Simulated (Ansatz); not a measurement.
Calculation for Zn (diamond type): DFT, r2SCAN, all-electron PAW with datasets made for the crystal, scalar-relativistic (Ansatz 0.2.0). This run: the undistorted cell.

The cell is a prototype at a set volume, not relaxed; it needn't be the stable phase.

Command: `ansatz run input.yaml --threads 1 --pin off --max-ram 2048MiB --backend cpu --events-out ev --progress --plain --runs-dir out` It took 10 s on 1 thread of AMD EPYC 9B14 (Zen 4), on a shared host, peak memory 0.64 GiB.

```yaml
crystal:
  lattice:
    - [0.0, 2.66570712, 2.66570712]
    - [2.66570712, 0.0, 2.66570712]
    - [2.66570712, 2.66570712, 0.0]
  atoms:
    - { symbol: Zn, position: [-0.125, -0.125, -0.125] }
    - { symbol: Zn, position: [0.125, 0.125, 0.125] }
kpoints:
  mp_grid: { grid: [10, 10, 10] }
scf:
  occupations: { method: fermi_dirac, width: 0.05 }
hamiltonian:
  xc: r2scan
  pseudopotentials: { kind: all_electron, datasets: crystal }
output:
  forces: true
  stress: true
  eigenvalues: true
  efg: { contact_densities: true }
```

Output:

```
hamiltonian.pseudopotentials.datasets: crystal makes datasets for this crystal and solves the spheres of its atoms anew in each pass: cutoff 360.0 eV, the density's 2520.0 eV; for an error of 0.50 meV an atom under PBE, 1.0 meV for the cell; an energy difference from a run of another recipe may be off by several times the error for the cell, under r2SCAN by more, where some 0.1 meV an atom stays at smaller errors; Zn in spheres of 1.154 Å, 20 of its electrons in bands
Engine: ansatz 0.2.0
Pseudopotentials: kind: all_electron
Pseudopotential: Zn, paw, valence charge 20, recommended cutoff 360 eV (normal), crystal/all_electron/r2scan/scalar/gaussian/Zn, Koelling and Harmon's equation, gaussian nucleus
Functional definition: r2SCAN
  parameter k0 = 0.174
  parameter k1 = 0.065
  parameter a1 = 4.9479
  exchange = r2scan_x(k0 = k0, k1 = k1, a1 = a1)
  correlation = r2scan_c
Crystal: 2 atoms, lattice volume = 37.885 Å³
Basis set: ecut = 360 eV, 609 PW (Γ), exchange–correlation on 96×96×96 points (27 copies of the dense FFT grid, shifted against one another)
Bands: 24, of which v1, the nominal top of the filled ones, is band 20 counted from 1 (19 counted from 0)
Symmetry: 48 space group operations
Space group: Fd-3m (ITA 227), of the structure as read, at distance tolerance 3.4e-5 Å
k-points: 47 of 1000
Non-local potential: Zn, projectors of the file, l = 0: 3, l = 1: 3, l = 2: 2
PAW form: soft (Blöchl's): semilocal exchange-correlation on the pseudo side does not see the compensation charge
PAW one-centre angular grid: Zn, 590 points (default); XC on its mesh's 1865 points in the sphere
Initial density: superposition of atomic densities (neutral atoms: chi_scale 0, normalization atom)
Initial wavefunctions: pseudopotential atomic-orbital guess
Functional: x = r2scan, c = r2scan; τ floored in thin density (d = 2e-4 eV/Å³)
iter 1 solved again at ethr=5.40e-4 eV; its pass at ethr=1.00e-1 eV (dr2=2.16e-1 eV) is discarded
SCF iter   1: F=—  HF=-97761.137197 eV  |F-HF|=—  |Δ(HF+E_count)|=         —  Δρ=2.56e-2  dr2=2.19e-1  dr2_τ=2.03e-3  ethr=5.40e-4  ⟨swp⟩=3.9  Hψ=6271  notcnv=0
preconditioner: auto → LDOS  [insulator: Δε(μ)=0.207 eV  Ē_g=12.274 eV  σ=0.050 eV  W_gap=0.56  n_scr=14 (ndim 8)  ℏωp=29.6 eV  f_vac=0.138  D(μ)=0.98/eV (n_scr^D=8)  ε∞_Penn≈6.8  β→1.0]
SCF iter   2: F=—  HF=-97761.165331 eV  |F-HF|=—  |Δ(HF+E_count)|=   2.81e-2  Δρ=2.00e-2  dr2=7.74e-2  dr2_τ=5.79e-4  ethr=5.40e-4  ⟨swp⟩=3.1  Hψ=3151  notcnv=0
SCF iter   3: F=—  HF=-97761.196233 eV  |F-HF|=—  |Δ(HF+E_count)|=   3.09e-2  Δρ=1.57e-2  dr2=7.17e-2  dr2_τ=4.23e-4  ethr=1.93e-4  ⟨swp⟩=3.4  Hψ=3285  notcnv=0  defer=1
iter 4 solved again at ethr=1.03e-5 eV; its pass at ethr=1.79e-4 eV (dr2=4.13e-3 eV) is discarded
SCF iter   4: F=—  HF=-97761.131854 eV  |F-HF|=—  |Δ(HF+E_count)|=   6.44e-2  Δρ=3.27e-3  dr2=4.11e-3  dr2_τ=1.79e-6  ethr=1.03e-5  ⟨swp⟩=2.0  Hψ=5206  notcnv=0
SCF iter   5: F=—  HF=-97761.128703 eV  |F-HF|=—  |Δ(HF+E_count)|=   3.15e-3  Δρ=8.01e-4  dr2=2.28e-4  dr2_τ=1.71e-7  ethr=1.03e-5  ⟨swp⟩=3.0  Hψ=2811  notcnv=0
SCF iter   6: F=—  HF=-97761.133871 eV  |F-HF|=—  |Δ(HF+E_count)|=   5.17e-3  Δρ=2.62e-4  dr2=6.37e-6  dr2_τ=5.48e-6  ethr=5.71e-7  ⟨swp⟩=3.0  Hψ=3293  notcnv=0
SCF iter   7: F=—  HF=-97761.133848 eV  |F-HF|=—  |Δ(HF+E_count)|=   2.30e-5  Δρ=9.20e-5  dr2=1.14e-6  dr2_τ=7.53e-8  ethr=1.59e-8  ⟨swp⟩=3.0  Hψ=2915  notcnv=0
SCF iter   8: F=—  HF=-97761.133848 eV  |F-HF|=—  |Δ(HF+E_count)|=   2.63e-9  Δρ=2.55e-5  dr2=1.34e-7  dr2_τ=2.99e-8  ethr=2.86e-9  ⟨swp⟩=3.0  Hψ=2724  notcnv=0
SCF iter   9: F=-97761.133848 eV  HF=-97761.133848 eV  |F-HF|=8.88e-9  |Δ(HF+E_count)|=   2.77e-8  Δρ=5.44e-6  dr2=1.39e-8  dr2_τ=1.76e-10  ethr=3.34e-10  ⟨swp⟩=3.0  Hψ=3003  notcnv=0
SCF 1 converged in 9 iterations: F = -97761.133847 eV  dr2 = 1.39e-8
  Residual-converged pass: ⟨swp⟩=2.1  Hψ=2009  notcnv=0  max |occ|·‖R‖ = 5.0e-6 eV (tolerance 5.3e-6 eV)  dr2=1.39e-8  dr2_τ=1.76e-10  dr2_onsite=1.67e-8  max |Δocc| = 4.7e-11
  greatest PAW one-centre occupation: 1.004 electrons in one spin orbital (limit 2), on the Zn atom at site 1 (counted from 0), in its partial waves of l = 0
SCF converged after 9 iterations
Free energy (F): -97761.133847 eV
Harris-Foulkes:  -97761.133847 eV  (|F-HF|=8.88e-9)
Internal energy: -97761.126557 eV  (E = F + TS)
E sigma→0 (E₀):  -97761.130202 eV
Entropy (-TS):   -0.007290 eV (-3.645 meV/atom)
Past the cutoff: the bands carry plane waves up to 2.50 times it, of which those up to 1.5 times it add -0.000730 eV an atom, each by itself; the spheres take 0.001487 eV an atom off the energy for waves past 2.50 times it
Past the cutoffs: a stress includes 0.0060 GPa for waves and charges beyond them, in addition to the slope of what the spheres take
In the spheres:  the bands' charges fall short by 2.5e-6 e at most (sound up to 1e-3)
Fermi energy:    9.931798 eV
--- Per-component energies (eV) ---
  E_band       = -1297.218881
  E_kinetic    = 261.630326
  E_local      = -8413.535792  (includes V_loc(G=0)·N_el)
  E_nonlocal   = -2819.190297
  E_hartree    = 4091.359877
  E_xc         = -74.414555
  E_vxc        = -109.636646  (∫ρ·V_xc dr)
  E_paw        = -101247.394628  (= ΣΔE_a)
  E_vpaw       = -14667.423781  (= ΣTr[D̂ρ^β])
  E_vtau       = 8.100009  (kinetic-family band-sum trace: ∫τ·v_τ [+ j·A + Jᵃ·Aᵃ] dr)
  E_ewald      = -5819.692758
  E_smearing   = -0.007290  (= −TS)
  E_closure    = 16260.111269  (closes the sum)
  Σ components = -97761.133847   (vs F -97761.133847, Δ=0.00e0)
  The terms above E_closure are by the made datasets' own strengths, without shells solved beside the bands.
--- Forces (eV/Å), atoms counted from 1 ---
  atom   1  Zn    -0.00000000    -0.00000000     0.00000000
  atom   2  Zn     0.00000000    -0.00000000    -0.00000000
  max |Σ_I F_I| component: 2.31e-17 eV/Å
--- Stress (GPa, compression-positive) ---
       10.924101      -0.000000       0.000000
       -0.000000      10.924101      -0.000000
        0.000000       0.000000      10.924101
  P = ⅓ Tr σ = 10.9241 GPa (109.241 kbar)
--- PAW observables at the nuclei: V_zz in 10²¹ V/m², potentials from the cell's mean, atoms counted from 1 ---
  atom   1  Zn V_zz =    +0.000000   η = 0.0000   by run symmetry: forbidden
            electrostatic potential = -3943.260233 V   contact ρ = 166457.633816 e/Å³
  atom   2  Zn V_zz =    +0.000000   η = 0.0000   by run symmetry: forbidden
            electrostatic potential = -3943.260233 V   contact ρ = 166457.633816 e/Å³
--- Band table (eV; the first three rows and the last of 47) ---
  k-point 0: bands = ["-120.8556", "-120.8327", "-73.4012", "-73.4012", "-73.4012", "-73.3390", "-73.3390", "-73.3390", "0.6968", "1.5460", "1.5460", "1.5460", "1.5920", "1.5920", "2.4784", "2.4784", "2.4784", "2.8430", "2.8430", "16.7493", "16.7493", "16.7493", "18.1130"]
  k-point 1: bands = ["-120.8552", "-120.8331", "-73.4017", "-73.4017", "-73.4008", "-73.3395", "-73.3385", "-73.3385", "0.8465", "1.4995", "1.4995", "1.5512", "1.6560", "1.6560", "2.4711", "2.4711", "2.4785", "2.8466", "2.8466", "14.7261", "16.1656", "16.1656", "18.6521"]
  k-point 2: bands = ["-120.8540", "-120.8343", "-73.4031", "-73.4031", "-73.3995", "-73.3409", "-73.3372", "-73.3372", "1.2382", "1.4676", "1.4676", "1.5792", "1.7270", "1.7270", "2.4638", "2.4638", "2.5303", "2.8514", "2.8514", "12.0709", "15.3721", "15.3721", "18.4900"]
  k-point 46: bands = ["-120.8441", "-120.8441", "-73.4114", "-73.4114", "-73.3703", "-73.3703", "-73.3290", "-73.3290", "1.3696", "1.3696", "1.7489", "1.7489", "2.1005", "2.1005", "2.2591", "2.2591", "2.9658", "2.9658", "6.9250", "6.9250", "9.7082", "9.7082", "18.9275"]
```

Next run (one bond, the shortest of the undistorted cell, set to 2.032 Å), as changes to the input before:

```diff
   atoms:
-    - { symbol: Zn, position: [-0.125, -0.125, -0.125] }
-    - { symbol: Zn, position: [0.125, 0.125, 0.125] }
+    - { symbol: Zn, position: [-0.17, -0.11, -0.11] }
+    - { symbol: Zn, position: [0.17, 0.11, 0.11] }
 kpoints:
```

Command: `ansatz run input.yaml --threads 1 --pin off --max-ram 2048MiB --backend cpu --events-out ev --progress --plain --runs-dir out` It took 33 s on 1 thread of AMD EPYC 9B14 (Zen 4), with other jobs on the host, peak memory 0.95 GiB.

Results part of the output:

```
SCF 1 converged in 10 iterations: F = -97760.724979 eV  dr2 = 2.64e-8
  Residual-converged pass: ⟨swp⟩=3.1  Hψ=6119  notcnv=0  max |occ|·‖R‖ = 5.3e-6 eV (tolerance 5.3e-6 eV)  dr2=2.63e-8  dr2_τ=1.30e-10  dr2_onsite=9.30e-9  max |Δocc| = 3.4e-10
  greatest PAW one-centre occupation: 0.995 electrons in one spin orbital (limit 2), on the Zn atom at site 1 (counted from 0), in its partial waves of l = 0
SCF converged after 10 iterations
Free energy (F): -97760.724979 eV
Harris-Foulkes:  -97760.724979 eV  (|F-HF|=1.90e-8)
Internal energy: -97760.719356 eV  (E = F + TS)
E sigma→0 (E₀):  -97760.722168 eV
Entropy (-TS):   -0.005623 eV (-2.812 meV/atom)
Past the cutoff: the bands carry plane waves up to 2.50 times it, of which those up to 1.5 times it add -0.000855 eV an atom, each by itself; the spheres take 0.001822 eV an atom off the energy for waves past 2.50 times it
Past the cutoffs: a stress includes 0.0070 GPa for waves and charges beyond them, in addition to the slope of what the spheres take
In the spheres:  the bands' charges fall short by 1.8e-6 e at most (sound up to 1e-3)
Fermi energy:    9.955342 eV
--- Per-component energies (eV) ---
  E_band       = -1299.865615
  E_kinetic    = 495.409108
  E_local      = -10270.402863  (includes V_loc(G=0)·N_el)
  E_nonlocal   = -1214.698236
  E_hartree    = 4835.575806
  E_xc         = -112.207395
  E_vxc        = -166.339526  (∫ρ·V_xc dr)
  E_paw        = -100133.105279  (= ΣΔE_a)
  E_vpaw       = -14252.195411  (= ΣTr[D̂ρ^β])
  E_vtau       = 12.752725  (kinetic-family band-sum trace: ∫τ·v_τ [+ j·A + Jᵃ·Aᵃ] dr)
  E_ewald      = -5785.757969
  E_smearing   = -0.005623  (= −TS)
  E_closure    = 14424.467471  (closes the sum)
  Σ components = -97760.724979   (vs F -97760.724979, Δ=0.00e0)
  The terms above E_closure are by the made datasets' own strengths, without shells solved beside the bands.
--- Forces (eV/Å), atoms counted from 1 ---
  atom   1  Zn    -2.09089779     2.09089779     2.09089779
  atom   2  Zn     2.09089779    -2.09089779    -2.09089779
  max |Σ_I F_I| component: 4.44e-16 eV/Å
--- Stress (GPa, compression-positive) ---
       14.943043     -11.626122     -11.626122
      -11.626122      14.943043      11.626122
      -11.626122      11.626122      14.943043
  P = ⅓ Tr σ = 14.9430 GPa (149.430 kbar)
--- PAW observables at the nuclei: V_zz in 10²¹ V/m², potentials from the cell's mean, atoms counted from 1 ---
  atom   1  Zn V_zz =    -2.822892   η = 0.0000   by run symmetry: allowed
            electrostatic potential = -3943.223380 V   contact ρ = 166459.214710 e/Å³
  atom   2  Zn V_zz =    -2.822892   η = 0.0000   by run symmetry: allowed
            electrostatic potential = -3943.223380 V   contact ρ = 166459.214710 e/Å³
--- Band table (eV; the first three rows and the last of 116) ---
  k-point 0: bands = ["-120.9323", "-120.8930", "-73.6192", "-73.4163", "-73.4163", "-73.4025", "-73.4025", "-73.3874", "0.4996", "1.3533", "1.4500", "1.4500", "1.6195", "1.6195", "2.4009", "2.4009", "2.4956", "2.7859", "2.7859", "15.8451", "17.3358", "17.3358", "17.5971"]
  k-point 1: bands = ["-120.9320", "-120.8932", "-73.6189", "-73.4190", "-73.4167", "-73.4022", "-73.4004", "-73.3871", "0.5938", "1.3600", "1.4454", "1.4828", "1.6381", "1.6537", "2.3932", "2.4017", "2.4941", "2.7807", "2.7983", "14.7324", "15.7347", "16.5346", "18.2746"]
  k-point 2: bands = ["-120.9313", "-120.8939", "-73.6182", "-73.4243", "-73.4175", "-73.4014", "-73.3966", "-73.3865", "0.7743", "1.4059", "1.4460", "1.5597", "1.6716", "1.7969", "2.4091", "2.4127", "2.5161", "2.7643", "2.8243", "12.1287", "14.9970", "15.8084", "18.2162"]
  k-point 115: bands = ["-120.9232", "-120.9020", "-73.6074", "-73.4384", "-73.4384", "-73.3996", "-73.3804", "-73.3804", "0.8601", "1.2861", "1.2861", "1.7833", "1.7833", "2.3361", "2.4083", "2.4083", "2.9782", "2.9782", "5.0821", "5.5828", "14.1066", "14.1066", "18.4166"]
```
